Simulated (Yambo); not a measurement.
BSE-type run in Yambo on CdOFH (space group P2_1, No. 4, within 0.06 Å of Pmn2_1), at zero momentum.

Quantum ESPRESSO step (PBEsol, PseudoDojo standard norm-conserving files, scalar-relativistic):
```
&CONTROL
  calculation = 'nscf'
  pseudo_dir = './pseudo'
  outdir = './out'
/
&SYSTEM
  ibrav = 0
  nat = 8
  ntyp = 4
  ecutwfc = 102.0
  ecutrho = 408.0
  occupations = 'fixed'
  force_symmorphic = .true.
  nbnd = 73
/
&ELECTRONS
  conv_thr = 8e-09
  diago_full_acc = .true.
  diago_thr_init = 1e-08
/
ATOMIC_SPECIES
H 1.0080 H.upf
O 15.9990 O.upf
F 18.9984 F.upf
Cd 112.4140 Cd.upf
CELL_PARAMETERS angstrom
  3.534360000000   0.000000000000   0.000000000000
  0.000000000000   4.844690000000   0.000000000000
 -0.008163000000   0.000000000000   5.627954000000
ATOMIC_POSITIONS crystal
H   0.749700000000   0.684170000000   0.272400000000
H   0.250300000000   0.184170000000   0.727600000000
O   0.248160000000   0.021550000000   0.619690000000
O   0.751840000000   0.521550000000   0.380310000000
F   0.248870000000   0.479750000000   0.894200000000
F   0.751130000000   0.979750000000   0.105800000000
Cd   0.747760000000   0.754530000000   0.733370000000
Cd   0.252240000000   0.254530000000   0.266630000000
K_POINTS automatic
4 4 4 0 0 0
```

Yambo input:
```
rim_cut
optics
bse
bss
dipoles
RandQpts= 1000000
RandGvec= 1 Ry
FFTGvecs= 40 Ry
BSKmod= "HARTREE"
BSEmod= "resonant"
BSSmod= "hs"
BSENGexx= 15 Ry
% KfnQP_E
 1.942 | 1.0 | 1.0 |
%
% BSEQptR
 1 | 1 |
%
% BSEBands
 13 | 38 |
%
% BEnRange
 0.0 | 12.6 | eV
%
% BDmRange
 0.15 | 0.15 | eV
%
BEnSteps= 252
% BLongDir
 1.0 | 0.0 | 0.0 |
%
BSHayTrs= -0.02
BSSNEig= 24
WRbsWF
```

From the report:

The dimension is k points × valence × conduction bands = 64 × 22 × 4 = 5632.
```
  [SLEPC] Approach                          : Krylov-Schur
  [SLEPC] Number of requested eigenvalues   :  24
  [SLEPC] Number of eigenvalues        [NEV]:  24
   [K] Dimension                                    :   5632
   [K] Bands                                        :   13   38
   [K] Exchange res                                 : yes
   [K] Correlation res                              : no
   [K] W interaction is bare                        : no
   [K] RL vectors exchange                          :   639
```

Spin-orbit coupling is not included.

Geometry of the Materials Project entry, not relaxed at this level.

The structure is a Materials Project entry; no match was found in the copy of COD used, and its stability was not checked.
